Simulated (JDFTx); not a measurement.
MgB2(1 0 -1 0) slab cut from bulk MgB2 (space group P6/mmm, indices of the conventional cell, lattice of the Materials Project entry mp-763, not re-optimised): 10 atoms in 10 planes, a 1x1 cell of 10.78 Å² (|a| = 3.063, |b| = 3.521 Å), 8.0 Å between the outermost planes, Mg outermost, slab composition Mg4B6, cell height 24.0 Å, 8×6×1 k mesh, Fermi smearing 0.01 Ha, no spin polarisation. Whether this polymorph is the ambient one wasn't checked.

Level of theory: PBE, GBRV ultrasoft potentials, plane waves to 20/100 Ha; code: JDFTx (a modified build). Liquid on both sides: CANDLE, water, 1 M KF; nuclei fixed. 

Charging data:

```json
[
 {"U − U_pzc (V)": "0.00", "σ (μC/cm²)": "0.00"},
 {"U − U_pzc (V)": "0.14", "σ (μC/cm²)": "4.84"},
 {"U − U_pzc (V)": "0.28", "σ (μC/cm²)": "15.00"},
 {"U − U_pzc (V)": "0.29", "σ (μC/cm²)": "16.84"}
]
```

Working it through: a check of Lippmann's equation. The grand free energy per area against the neutral slab, Δγ = [F(N) − F(N₀) − μ(N − N₀)]/2A, is taken from the total energies of the same runs.

```
U − U_pzc (V)  Δγ (mJ/m²)
-------------  ----------
0.00                  0.0
0.14                 -3.2
0.28                -15.5
0.29                -17.5
```

Δγ is largest at zero charge and falls away from it, as dγ/dU = −σ demands. At 0.29 V the computed -17.5 mJ/m² stands beside -24.8 mJ/m² from the constant-capacitance formula.
